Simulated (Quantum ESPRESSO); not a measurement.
## Band energies of Mg$_{2}$ZnO$_{3}$

```xyz
6
Lattice="3.0330 0.0000 0.0000 -1.5165 2.6267 0.0000 0.0000 0.0000 7.4033" Properties=species:S:1:pos:R:3 pbc="T T T"
O      0.0000     1.7511     1.2780
O      1.5165     0.8756     6.1254
O      0.0000     0.0000     3.7017
Mg     0.0000     1.7511     4.9291
Mg     1.5165     0.8756     2.4742
Zn     0.0000     0.0000     0.0000
```

LDA (pw.x of Quantum ESPRESSO, ONCV potentials, scalar-relativistic); path ΓMKΓALHA,LM,KH; energies in eV from the valence-band maximum.

```
k (1/Å)  point  band 25  band 26  band 27  band 28  band 29  band 30  band 31  band 32
-------  -----  -------  -------  -------  -------  -------  -------  -------  -------
0.00         Γ    -0.44    -0.41    -0.41    -0.09    -0.09     2.87     6.26     6.52
0.40              -1.18    -1.09    -0.58    -0.22    -0.20     4.21     7.32     7.46
0.80              -1.79    -1.55    -0.95    -0.46    -0.33     5.81     7.84     8.63
1.20         M    -1.82    -1.62    -1.12    -0.76    -0.38     6.26     7.35     8.48
1.43              -2.00    -1.60    -1.57    -0.60    -0.53     6.52     7.70     8.84
1.89         K    -2.73    -2.73    -1.29    -0.64    -0.64     7.29     9.02     9.02
2.40              -2.14    -1.66    -1.46    -0.86    -0.22     6.26     8.53     9.47
2.75              -1.66    -1.09    -0.79    -0.45    -0.15     4.80     7.73     8.07
3.10              -0.73    -0.60    -0.45    -0.13    -0.12     3.21     6.53     6.71
3.27         Γ    -0.44    -0.41    -0.41    -0.09    -0.09     2.87     6.26     6.52
3.69         A    -0.72    -0.67    -0.67     0.00     0.00     3.95     5.17     6.78
4.03              -0.92    -0.87    -0.80    -0.62    -0.09     4.55     6.05     7.67
4.55              -1.49    -1.36    -1.20    -0.42    -0.26     5.91     7.30     8.99
4.89         L    -1.90    -1.72    -1.31    -0.29    -0.25     6.48     6.62     8.91
5.41              -2.26    -1.98    -1.64    -1.05    -0.66     7.24     8.43     9.98
5.58         H    -2.24    -2.24    -1.58    -0.91    -0.91     7.38     9.26     9.26
5.72              -2.16    -2.14    -1.63    -0.99    -0.75     7.26     8.94     9.29
5.99              -1.90    -1.61    -1.49    -0.84    -0.57     6.55     8.58     9.08
6.41              -1.10    -1.01    -0.89    -0.72    -0.37     5.23     6.99     8.75
6.68              -0.87    -0.77    -0.76    -0.48    -0.08     4.37     5.78     7.39
6.96         A    -0.72    -0.67    -0.67     0.00     0.00     3.95     5.17     6.78
6.96         L    -1.90    -1.72    -1.31    -0.29    -0.25     6.48     6.62     8.91
7.38         M    -1.82    -1.62    -1.12    -0.76    -0.38     6.26     7.35     8.48
7.38         K    -2.73    -2.73    -1.29    -0.64    -0.64     7.29     9.02     9.02
7.81         H    -2.24    -2.24    -1.58    -0.91    -0.91     7.38     9.26     9.26
```

The LDA gap is indirect, 2.87 eV, from A to Γ; the smallest direct gap is 2.96 eV.

Geometry of the Materials Project entry, not relaxed at this level.

The structure is a Materials Project entry; no match was found in the copy of COD used, and its stability was not checked.
